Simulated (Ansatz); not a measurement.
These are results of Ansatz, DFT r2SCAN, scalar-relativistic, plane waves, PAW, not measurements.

Structure of WS₂:

```
CELL_PARAMETERS angstrom
3.18193 0.00000 0.00000
-1.59096 2.75563 0.00000
0.00000 0.00000 13.06089
ATOMIC_POSITIONS crystal
W 0.33333 0.66667 0.25000
W 0.66667 0.33333 0.75000
S 0.33333 0.66667 0.63059
S 0.66667 0.33333 0.13059
S 0.33333 0.66667 0.86941
S 0.66667 0.33333 0.36941
```

Plane waves to 500 eV, a k mesh through Γ of 12×12×4 on the computed 6-atom cell and Gaussian smearing (0.02 eV); no spin polarisation.

Levels along Γ–M–K–Γ–A–L–H–A | L–M | H–K, in eV from a zero inside the gap, sorted by energy at each point. Points in fractions of the primitive reciprocal vectors: Γ (0.000 0.000 0.000), M (0.500 0.000 0.000), K (0.333 0.333 0.000), A (0.000 0.000 0.500), L (0.500 0.000 0.500), H (0.333 0.333 0.500).
```
point k (1/Å, with 2π) band 23  band 24  band 25  band 26  band 27  band 28  band 29
    Γ             0.000    -2.98    -2.57    -1.60    -0.68     1.86     1.86     1.86
    -             0.163    -2.93    -2.33    -1.61    -0.81     1.79     1.80     1.82
    -             0.326    -2.93    -2.25    -1.68    -1.21     1.30     1.69     1.73
    -             0.489    -3.10    -2.47    -1.93    -1.78     0.99     1.50     1.61
    -             0.651    -3.21    -2.81    -2.35    -2.24     1.08     1.42     1.52
    -             0.814    -2.94    -2.88    -2.56    -2.38     1.43     1.51     1.57
    -             0.977    -2.75    -2.67    -2.41    -2.24     1.68     1.72     1.89
    M             1.140    -2.69    -2.60    -2.25    -2.15     1.77     1.79     2.16
    -             1.234    -2.92    -2.84    -2.13    -2.02     1.76     1.77     2.16
    -             1.328    -3.38    -3.29    -1.97    -1.85     1.66     1.73     2.22
    -             1.422    -3.54    -3.37    -1.84    -1.71     1.50     1.57     2.37
    -             1.516    -3.60    -3.40    -1.70    -1.57     1.28     1.32     2.40
    -             1.610    -3.66    -3.48    -1.53    -1.41     1.03     1.04     2.15
    -             1.704    -3.70    -3.58    -1.37    -1.26     0.79     0.79     2.01
    K             1.798    -3.68    -3.68    -1.29    -1.19     0.69     0.69     1.97
    -             1.986    -3.59    -3.43    -1.57    -1.49     1.01     1.09     2.07
    -             2.174    -3.17    -3.10    -1.96    -1.94     1.06     1.65     2.11
    -             2.362    -2.86    -2.71    -2.15    -2.13     0.72     1.39     1.80
    -             2.550    -2.77    -2.36    -2.01    -1.96     0.76     1.32     1.53
    -             2.739    -2.80    -2.19    -1.72    -1.37     1.14     1.62     1.62
    -             2.927    -2.91    -2.29    -1.61    -0.86     1.72     1.76     1.81
    Γ             3.115    -2.98    -2.57    -1.60    -0.68     1.86     1.86     1.86
    -             3.149    -2.98    -2.61    -1.57    -0.69     1.86     1.86     1.86
    -             3.183    -2.98    -2.70    -1.50    -0.71     1.86     1.86     1.86
    -             3.218    -2.98    -2.83    -1.40    -0.74     1.86     1.86     1.86
    -             3.252    -2.99    -2.99    -1.29    -0.79     1.86     1.86     1.86
    -             3.287    -2.99    -2.99    -1.19    -0.84     1.86     1.86     1.86
    -             3.321    -2.99    -2.99    -1.09    -0.91     1.86     1.86     1.86
    A             3.355    -2.99    -2.99    -0.99    -0.99     1.86     1.86     1.86
    -             3.518    -2.82    -2.82    -1.07    -1.07     1.79     1.79     1.85
    -             3.681    -2.73    -2.73    -1.35    -1.35     1.49     1.49     1.74
    -             3.844    -2.85    -2.85    -1.82    -1.82     1.31     1.31     1.55
    -             4.007    -3.09    -3.09    -2.28    -2.28     1.39     1.39     1.47
    -             4.170    -2.91    -2.91    -2.45    -2.45     1.54     1.54     1.67
    -             4.332    -2.71    -2.71    -2.31    -2.31     1.70     1.70     2.02
    L             4.495    -2.64    -2.64    -2.19    -2.19     1.78     1.78     2.24
    -             4.589    -2.88    -2.88    -2.07    -2.07     1.76     1.76     2.26
    -             4.683    -3.34    -3.34    -1.91    -1.91     1.69     1.69     2.31
    -             4.777    -3.47    -3.47    -1.77    -1.77     1.54     1.54     2.42
    -             4.871    -3.52    -3.52    -1.63    -1.63     1.30     1.30     2.52
    -             4.965    -3.60    -3.60    -1.47    -1.47     1.03     1.03     2.44
    -             5.059    -3.69    -3.69    -1.32    -1.32     0.79     0.79     2.35
    H             5.154    -3.73    -3.73    -1.24    -1.24     0.69     0.69     2.32
    -             5.342    -3.54    -3.54    -1.53    -1.53     1.05     1.05     2.34
    -             5.530    -3.16    -3.16    -1.95    -1.95     1.31     1.31     2.11
    -             5.718    -2.81    -2.81    -2.14    -2.14     1.02     1.02     1.88
    -             5.906    -2.61    -2.61    -1.97    -1.97     1.04     1.04     1.63
    -             6.094    -2.61    -2.61    -1.46    -1.46     1.36     1.36     1.68
    -             6.282    -2.78    -2.78    -1.10    -1.10     1.75     1.75     1.83
    A             6.470    -2.99    -2.99    -0.99    -0.99     1.86     1.86     1.86
    L             6.470    -2.64    -2.64    -2.19    -2.19     1.78     1.78     2.24
    -             6.504    -2.65    -2.63    -2.21    -2.18     1.78     1.78     2.23
    -             6.539    -2.66    -2.62    -2.21    -2.17     1.78     1.79     2.21
    -             6.573    -2.67    -2.62    -2.23    -2.17     1.77     1.79     2.19
    -             6.607    -2.68    -2.61    -2.23    -2.16     1.77     1.79     2.18
    -             6.642    -2.68    -2.60    -2.24    -2.16     1.77     1.79     2.17
    -             6.676    -2.69    -2.60    -2.24    -2.15     1.77     1.79     2.16
    M             6.710    -2.69    -2.60    -2.25    -2.15     1.77     1.79     2.16
    H             6.710    -3.73    -3.73    -1.24    -1.24     0.69     0.69     2.32
    -             6.745    -3.73    -3.73    -1.25    -1.23     0.69     0.69     2.24
    -             6.779    -3.72    -3.72    -1.27    -1.22     0.69     0.69     2.16
    -             6.814    -3.71    -3.71    -1.27    -1.21     0.69     0.69     2.10
    -             6.848    -3.70    -3.70    -1.28    -1.20     0.69     0.69     2.04
    -             6.882    -3.69    -3.69    -1.29    -1.19     0.69     0.69     2.00
    -             6.917    -3.68    -3.68    -1.29    -1.19     0.69     0.69     1.98
    K             6.951    -3.68    -3.68    -1.29    -1.19     0.69     0.69     1.97
```

Spin-orbit coupling is left out, which matters for the bands of heavy elements. The cell holds layers, and where no dispersion correction was added their binding is poorly described.